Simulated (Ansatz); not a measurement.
Input:

Starting cell, AlRu (CsCl type):

```xyz
2
Lattice="3.0037 0.0000 0.0000 0.0000 3.0037 0.0000 0.0000 0.0000 3.0037" Properties=species:S:1:pos:R:3 pbc="T T T"
Al     0.0000     0.0000     0.0000
Ru     1.5019     1.5019     1.5019
```

The atoms are displaced by Q × the pattern below (from a DFPT mode at Γ, largest move 1; Q in Å), at fixed cell. It is one choice among 3 degenerate patterns.

| atom | x | y | z |
|---|---|---|---|
| Al1 | 0.000 | 0.000 | 1.000 |
| Ru2 | 0.000 | 0.000 | -0.267 |

Computed with PBE (plane waves to 420 eV, PAW, scalar-relativistic; Ansatz, an electronic-structure program). k mesh 15×15×15 (Γ-centred), Fermi-Dirac smearing 0.05 eV. The energy includes the smearing's −TS. With partly filled bands, energies and forces of such displacements shift with the k mesh and the smearing. AlRu is run without spin polarisation. AlRu was relaxed with its symmetry unable to fall. ΔE is measured from the undisplaced structure.

The scan covers Q from -0.180 to 0.180 Å in 13 points.

Problem. Is the energy the same for equal positive and negative displacements?

Solution. Even: the same for both signs.

Problem. Which space group does the distorted structure have?

Solution. P4mm (No. 99), lowered from Pm-3m.

Problem. What is the energy change at Q = 0.180 Å?

Solution. 192 meV/cell.

Problem. What harmonic wavenumber does the curvature at Q = 0 give?

Solution. 307 cm⁻¹.

(A displaced cell: forces are minus the slopes of the energy, force constants its curvatures, and phonons follow from these.)
